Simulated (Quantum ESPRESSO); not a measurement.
# Zr2TaO5F3: convergence and cost over cutoff and k mesh

Computed values, not a measurement. The program is pw.x of Quantum ESPRESSO 7.5 (plane-wave density functional theory). The cell is made up: 11 atoms on a rutile lattice with one site empty, with randomly drawn elements, strain and displacements, not relaxed. PseudoDojo standard norm-conserving files (v0.5 for PBE, v0.4.1 for LDA and PBEsol) set the functional; there is no spin polarisation, spin-orbit coupling or dispersion term, and the masses in the input are unused placeholders.

Input of the run in row 4:

```
&control calculation='scf', pseudo_dir='./dojo.nc.sr.pbe.v0_5.standard.upf', outdir='./o', disk_io='low', tprnfor=.true., tstress=.true. /
&system ibrav=0, nat=11, ntyp=4, nbnd=50, ecutwfc=84.00895049, nosym=.true., tot_charge=0,
 occupations='smearing', smearing='fd', degauss=0.0018374661
/
&electrons conv_thr=7.350e-09, electron_maxstep=60, /
ATOMIC_SPECIES
F 1.0 F.upf
O 1.0 O.upf
Ta 1.0 Ta.upf
Zr 1.0 Zr.upf
CELL_PARAMETERS angstrom
4.8752 0.033 -0.0171
0.033 4.8772 0.0136
-0.0229 0.0182 6.5126
ATOMIC_POSITIONS angstrom
Zr 0.0744 0.0862 -0.0498
Ta -0.0664 0.0515 3.1976
Zr 2.5284 2.3517 4.869
O 1.4672 1.5877 -0.0591
O 3.4213 3.3224 -0.1883
F 3.8443 1.0622 1.6091
O 1.0494 4.0265 1.5855
O 1.4227 1.5914 3.2358
O 3.4425 3.3546 3.3025
F 3.9137 0.9647 4.8726
F 0.896 3.9015 4.8216
K_POINTS automatic
5 5 4 1 1 1
```

The same cell was run at these settings. Meshes are shifted by half a step, and differences are from the last row, which is itself not exact.

| cutoff (eV) | k mesh | k points solved | threshold (eV) | free energy less the last row's (eV) | pressure (GPa) | largest stress difference (GPa) | largest force difference (eV/Å) | iterations | wall time (s) | k-point pools | processor |
| --- | --- | --- | --- | --- | --- | --- | --- | --- | --- | --- | --- |
| 800 | 2 x 2 x 2 | 4 | 1e-04 | 1.491 | -18.14 | 11.25 | 0.050 | 14 | 21 | 4 | AMD EPYC, older |
| 1143 | 2 x 2 x 2 | 4 | 1e-07 | 0.012 | -7.00 | 0.08 | 0.045 | 18 | 41 | 4 | AMD EPYC, older |
| 845 | 5 x 5 x 4 | 50 | 1e-07 | 0.781 | -13.68 | 6.75 | 0.012 | 18 | 264 | 4 | AMD EPYC, older |
| 1143 | 5 x 5 x 4 | 50 | 1e-07 | 0.004 | -6.99 | 0.02 | 0.002 | 18 | 287 | 4 | AMD EPYC, older |
| 1467 | 7 x 7 x 6 | 147 | 1e-07 | 0.000 | -6.97 | 0.00 | 0.000 | 19 | 2294 | 4 | AMD EPYC, older |

Each pool is one process. Wall times include start-up and a band step at six k points, which weighs most on the coarsest meshes. The runs were on shared virtual cores whose load varied, so times are rough.